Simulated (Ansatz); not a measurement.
The end point of a relaxation of SnTe. These are PBEsol (plane waves to 420 eV, PAW, scalar-relativistic; Ansatz, a first-principles code) values and carry that method's errors.

```
CELL_PARAMETERS angstrom
      0.00000     3.14448     3.14448
      3.14448     0.00000     3.14448
      3.14448     3.14448     0.00000
ATOMIC_POSITIONS crystal
  Sn 0.00000 0.00000 0.00000
  Te 0.50000 0.50000 0.50000
```

Q: Find the space group and the Wyckoff positions (tolerance 0.01 Å).

A: Space group Fm-3m (No. 225); a = 6.289 Å, b = 6.289 Å, c = 6.289 Å, α = 90.00°, β = 90.00°, γ = 90.00°

| atom | site | symmetry | x | y | z |
|---|---|---|---|---|---|
| Sn | 4a | m-3m | 0.0000 | 0.0000 | 0.0000 |
| Te | 4b | m-3m | 0.5000 | 0.5000 | 0.5000 |

This is the rock salt type.

Q: Give the shortest distances between elements (the closest pairs, up to four, under 3.6 Å).

A: Sn–Te 3.14 Å.

| Property | Value |
|---|---|
| Volume per atom | 31.09 Å³ |
| Density | 6.58 g/cm³ |
| Band gap | no clear gap: the sampled points leave 0.16 eV away from the symmetry points, which may be a band crossing missed between them |

No spin polarisation in the result. Without spin-orbit coupling the bands of the heavy element are not split, so the gap can be far off.

Measured for SnTe: a 6.316 Å (room temperature; as listed in Ayanesh Maiti et al., Applied Physics Letters (2022)); gap 0.18 eV (room temperature; as listed in DAVID J. SINGH, Functional Materials Letters (2010)). Computed minus measured — a: PBEsol -0.4 %; gap: PBEsol -0.02 eV. The computed values are for a static lattice, and a measured gap can be an optical one, lowered by exciton binding.

The run could not lose the symmetry of its start.
